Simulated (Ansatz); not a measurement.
An Ansatz (an electronic-structure program) run. Input:

Ansatz 0.2 input:
```yaml
crystal:
  lattice:
    - [2.5337012724, 1.4628331117, 4.5624959058]
    - [-2.5337012724, 1.4628331117, 4.5624959058]
    - [0.0, -2.9256662233, 4.5624959058]
  atoms:
    - { symbol: Li, position: [0.7188401068, 0.7188401068, 0.7188401068] }
    - { symbol: Li, position: [0.2188401068, 0.2188401068, 0.2188401068] }
    - { symbol: Nb, position: [0.0024845478, 0.0024845478, 0.0024845478] }
    - { symbol: Nb, position: [0.5024845478, 0.5024845478, 0.5024845478] }
    - { symbol: O, position: [0.6342806563, 0.8944705144, 0.2828241748] }
    - { symbol: O, position: [0.8944705144, 0.2828241748, 0.6342806563] }
    - { symbol: O, position: [0.2828241748, 0.6342806563, 0.8944705144] }
    - { symbol: O, position: [0.1342806563, 0.7828241748, 0.3944705144] }
    - { symbol: O, position: [0.3944705144, 0.1342806563, 0.7828241748] }
    - { symbol: O, position: [0.7828241748, 0.3944705144, 0.1342806563] }
kpoints:
  mp_grid: { grid: [7, 7, 7] }
hamiltonian:
  xc: lda
  pseudopotentials: { kind: paw }
scf:
  occupations: { method: fixed }
phonons:
  method: dfpt
  response_accuracy: low
  eigenvectors: true
  rigid_motions: translations
  dielectric: true
  raman: true
```

Output (shortened):

```
Pseudopotential: Li, paw, valence charge 3
Pseudopotential: Nb, paw, valence charge 13
Pseudopotential: O, paw, valence charge 6
Functional definition: SPW92
Crystal: 10 atoms, lattice volume = 101.462 Å³
Basis set: ecut = 420 eV, 1947 PW (Γ), exchange–correlation on 80×80×80 points (8 copies of the dense FFT grid, shifted against one another)
Bands: 44, of which v1, the nominal top of the filled ones, is band 34 counted from 1 (33 counted from 0)
Symmetry: 6 space group operations
k-points: 172 of 343 (irreducible under 1 space group operation, time reversal used)
SCF 1 converged in 9 iterations: F = -12631.448899 eV  dr2 = 3.08e-11
── the response to a field inside a basis, on 8×8×8 k-points: an SCF that follows is theirs, and a resumed run solves both again ──
Crystal: 10 atoms, lattice volume = 101.462 Å³
Bands: 35, of which v1, the nominal top of the filled ones, is band 34 counted from 1 (33 counted from 0)
k-points: 60 of 512 (time reversal used)
SCF 1 converged in 7 iterations: F = -12631.403505 eV  dr2 = 6.41e-12
SCF converged after 9 iterations
Free energy (F): -12631.448899 eV
Harris-Foulkes:  -12631.448899 eV  (|F-HF|=3.64e-12)
Internal energy: -12631.448899 eV  (E = F + TS)
E sigma→0 (E₀):  -12631.448899 eV
Fermi energy:    7.494926 eV
--- Per-component energies (eV) ---
  E_band       = -498.338658
  E_kinetic    = 1885.624525
  E_local      = -4154.061011  (includes V_loc(G=0)·N_el)
  E_nonlocal   = 471.467574
  E_hartree    = 1388.537473
  E_xc         = -807.879730
  E_vxc        = -1015.869999  (∫ρ·V_xc dr)
  E_paw        = -6847.523488  (= ΣΔE_a)
  E_vpaw       = -462.589968  (= ΣTr[D̂ρ^β])
  E_aug_tail   = 0.015261  (compensation charges beyond the density's cutoff)
  E_ewald      = -4569.062420
  E_core_change = 1.432918  (= ΣΔE_core)
  E_smearing   =  0.000000  (= −TS)
  E_closure    =  0.000000  (closes the sum)
  Σ components = -12631.448899   (vs F -12631.448899, Δ=0.00e0)
--- Band table (eV; the first three rows and the last of 172) ---
  k-point 0: bands = ["-46.3641", "-46.3450", "-33.7215", "-33.7172", "-22.8044", "-22.8044", "-22.7318", "-22.6191", "-22.6191", "-22.5101", "-9.3325", "-8.6186", "-8.6186", "-7.5399", "-7.3014", "-7.3014", "2.8393", "2.8393", "2.9899", "3.1135", "3.1135", …
  k-point 1: bands = ["-46.3632", "-46.3459", "-33.7213", "-33.7175", "-22.7971", "-22.7958", "-22.7206", "-22.6298", "-22.6289", "-22.5211", "-9.2420", "-8.5673", "-8.5640", "-7.6038", "-7.3941", "-7.3798", "2.7836", "2.8694", "3.1130", "3.3266", "3.3326", …
  k-point 2: bands = ["-46.3605", "-46.3485", "-33.7208", "-33.7181", "-22.7754", "-22.7714", "-22.6896", "-22.6591", "-22.6560", "-22.5518", "-8.9867", "-8.4235", "-8.4097", "-7.7991", "-7.6312", "-7.5873", "2.8776", "3.0296", "3.3665", "3.7719", "3.8206", …
  k-point 171: bands = ["-46.3550", "-46.3539", "-33.7197", "-33.7194", "-22.7706", "-22.7406", "-22.7081", "-22.6891", "-22.6130", "-22.5893", "-8.5782", "-8.4464", "-8.1863", "-7.9817", "-7.9248", "-7.7745", "3.0562", "3.2946", "3.5609", "3.8872", "4.0402", …
--- Phonons (Γ-DFPT): 7 representative perturbations + reference, on 172 of 343 k-points (Σ response iterations 23) ---
  ASR residual: 1.585e-4 → 0.000e0 eV/Å²; symmetrization residual: 8.553e-5 eV/Å²
  ASR residual per site (eV/Å²): 7.82e-5 7.82e-5 1.59e-4 1.59e-4 3.64e-5 3.67e-5 4.22e-5 4.22e-5 3.64e-5 3.67e-5
  Γ frequencies (cm⁻¹): 0.00 0.00 0.00 151.72 151.72 215.56 215.83 215.83 239.95 261.77 261.77 284.52 296.40 333.45 333.45 357.29 375.67 375.67 387.74 387.74 413.71 432.16 432.16 454.75 580.67 580.67 609.09 669.82 669.82 890.34
  ε∞ (high-frequency dielectric tensor):
        5.582371     0.000000     0.000000
        0.000000     5.582371     0.000000
        0.000000     0.000000     5.506885
  ε⁰ (static dielectric tensor: ions relaxed, cell fixed):
       44.231394     0.000000     0.000000
        0.000000    44.231394     0.000000
        0.000000     0.000000    30.305149
  ε⁰ − ε∞ (ionic part):
       38.649023     0.000000     0.000000
        0.000000    38.649023     0.000000
        0.000000     0.000000    24.798265
  softest optical mode at Γ: 151.72 cm⁻¹; the repairs (sum rule, projections) moved no ω² at Γ by more than (10.24 cm⁻¹)²
  Born effective charges Z* (e; rows j = field, columns β = displacement):
    site 0:
         1.18040    0.24678    0.00000
        -0.24678    1.18040    0.00000
         0.00000    0.00000    1.01794
    site 1:
         1.18040   -0.24678    0.00000
         0.24678    1.18040    0.00000
         0.00000    0.00000    1.01794
    site 2:
         7.32870   -1.64427    0.00000
         1.64427    7.32870    0.00000
         0.00000    0.00000    6.97945
    site 3:
         7.32870    1.64427    0.00000
        -1.64427    7.32870    0.00000
         0.00000    0.00000    6.97945
    site 4:
        -1.61771   -0.22270   -0.13263
        -0.29765   -4.05502   -1.85041
        -0.16823   -1.80207   -2.66580
    site 5:
        -3.22037    1.22295   -1.53619
         1.14800   -2.45236    1.04006
        -1.47652    1.04673   -2.66580
    site 6:
        -3.67101   -0.88782    1.66882
        -0.96277   -2.00172    0.81035
         1.64475    0.75534   -2.66580
    site 7:
        -3.67101    0.88782   -1.66882
         0.96277   -2.00172    0.81035
        -1.64475    0.75534   -2.66580
    site 8:
        -1.61771    0.22270    0.13263
         0.29765   -4.05502   -1.85041
         0.16823   -1.80207   -2.66580
    site 9:
        -3.22037   -1.22295    1.53619
        -1.14800   -2.45236    1.04006
         1.47652    1.04673   -2.66580
  Z* charge neutrality: 3.257e-5 e pre-enforcement
  k-mesh period / interband length: 37.9 Å / 1.51 Å = 25.04 at k = (0.0000, 0.4286, -0.4286), direct gap 3.680 eV — 14 or more, which is no proof of convergence
  Raman tensors (in the event stream and the table raman_tensors.tsv) …
  optical modes at Γ without the LO–TO term, one row a degenerate level:
      ω (cm⁻¹)  modes    IR ((D/Å)²/amu)  static Raman (Å⁴/amu)  depolarisation
        151.72      2            50.8135               116.7164           0.750
        215.56      1             0.0000                 0.0000               —
        215.83      2             6.3343               192.6619           0.750
        239.95      1            57.2770               679.1563           0.079
        261.77      2            37.1444                47.1884           0.750
        284.52      1             0.2686                92.1654           0.029
        296.40      1             0.0000                 0.0000               —
        333.45      2            20.4327               124.1838           0.750
        357.29      1             2.0895                 7.7992           0.281
        375.67      2            33.4712                23.7608           0.750
        387.74      2             0.7722               143.8857           0.750
        413.71      1             0.0000                 0.0000               —
        432.16      2             2.0596               167.3636           0.750
        454.75      1             0.0000                 0.0000               —
        580.67      2           117.3886               728.6270           0.750
        609.09      1            61.2751              2597.6791           0.018
        669.82      2             2.8390                23.3024           0.750
        890.34      1             0.0000                 0.0000               —
  optical modes at Γ + LO–TO along q̂ = [1.0000, 0.0000, 0.0000]:
      ω (cm⁻¹)  modes    IR ((D/Å)²/amu)  static Raman (Å⁴/amu)  depolarisation
        151.72      1            25.4068                58.3582           0.750
        194.10      1             0.3877                 8.0419           0.750
        215.56      1             0.0000                 0.0000               —
        215.83      1             3.1671                96.3309           0.750
        223.79      1             0.1997                47.0827           0.750
        239.95      1            57.2770               679.1563           0.079
        261.77      1            18.5722                23.5942           0.750
        284.52      1             0.2686                92.1654           0.029
        296.40      1             0.0000                 0.0000               —
        299.65      1             0.9006                 9.5676           0.750
        333.45      1            10.2163                62.0919           0.750
        350.76      1             0.5210                17.4576           0.750
        357.29      1             2.0895                 7.7992           0.281
        375.67      1            16.7356                11.8804           0.750
        387.49      1             0.0069                76.6545           0.750
        387.74      1             0.3861                71.9429           0.750
        413.71      1             0.0000                 0.0000               —
        427.41      1             0.8950                89.4033           0.750
        432.16      1             1.0298                83.6818           0.750
        453.97      1             5.3081                 1.5162           0.750
        454.75      1             0.0000                 0.0000               —
        580.67      1            58.6943               364.3135           0.750
        609.09      1            61.2751              2597.6791           0.018
        667.63      1             0.4147                27.2832           0.750
        669.82      1             1.4195                11.6512           0.750
        859.59      1           126.9940               191.8892           0.750
        890.34      1             0.0000                 0.0000               —
  optical modes at Γ + LO–TO along q̂ = [0.0000, 1.0000, 0.0000]:
      ω (cm⁻¹)  modes    IR ((D/Å)²/amu)  static Raman (Å⁴/amu)  depolarisation
        151.72      1            25.4068                58.3582           0.750
        194.10      1             0.3877                 8.0419           0.750
        215.56      1             0.0000                 0.0000               —
        215.83      1             3.1671                96.3309           0.750
        223.79      1             0.1997                47.0827           0.750
        239.95      1            57.2770               679.1563           0.079
        261.77      1            18.5722                23.5942           0.750
        284.52      1             0.2686                92.1654           0.029
        296.40      1             0.0000                 0.0000               —
        299.65      1             0.9006                 9.5676           0.750
        333.45      1            10.2163                62.0919           0.750
        350.76      1             0.5210                17.4576           0.750
        357.29      1             2.0895                 7.7992           0.281
        375.67      1            16.7356                11.8804           0.750
        387.49      1             0.0069                76.6545           0.750
        387.74      1             0.3861                71.9429           0.750
        413.71      1             0.0000                 0.0000               —
        427.41      1             0.8950                89.4033           0.750
        432.16      1             1.0298                83.6818           0.750
        453.97      1             5.3081                 1.5162           0.750
        454.75      1             0.0000                 0.0000               —
        580.67      1            58.6943               364.3135           0.750
        609.09      1            61.2751              2597.6791           0.018
        667.63      1             0.4147                27.2832           0.750
        669.82      1             1.4195                11.6512           0.750
        859.59      1           126.9940               191.8892           0.750
        890.34      1             0.0000                 0.0000               —
  optical modes at Γ + LO–TO along q̂ = [0.0000, 0.0000, 1.0000]:
      ω (cm⁻¹)  modes    IR ((D/Å)²/amu)  static Raman (Å⁴/amu)  depolarisation
        151.72      2            50.8135               116.7164           0.750
        215.56      1             0.0000                 0.0000               —
        215.83      2             6.3343               192.6619           0.750
        261.77      2            37.1444                47.1884           0.750
        284.27      1             0.0048               126.8233           0.036
        296.40      1             0.0000                 0.0000               —
        333.45      2            20.4327               124.1838           0.750
        349.59      1             0.8023                12.2387           0.001
        375.67      2            33.4712                23.7608           0.750
        387.74      2             0.7722               143.8857           0.750
        411.48      1             9.3597               147.5532           0.001
        413.71      1             0.0000                 0.0000               —
        432.16      2             2.0596               167.3636           0.750
        454.75      1             0.0000                 0.0000               —
        580.67      2           117.3886               728.6270           0.750
        669.82      2             2.8390                23.3024           0.750
        852.27      1           110.7433               955.5494           0.000
        890.34      1             0.0000                 0.0000               —
```

Cost: about 40 core-minutes (a rough figure) on shared cores.

Space group R3c. The cell was relaxed with LDA under the symmetry of its start. The run is not spin-polarised. Spin–orbit coupling is left out wherever it is not named.

Potentials: the later of the program's two PAW sets.

Ansatz is a plane-wave DFT program.
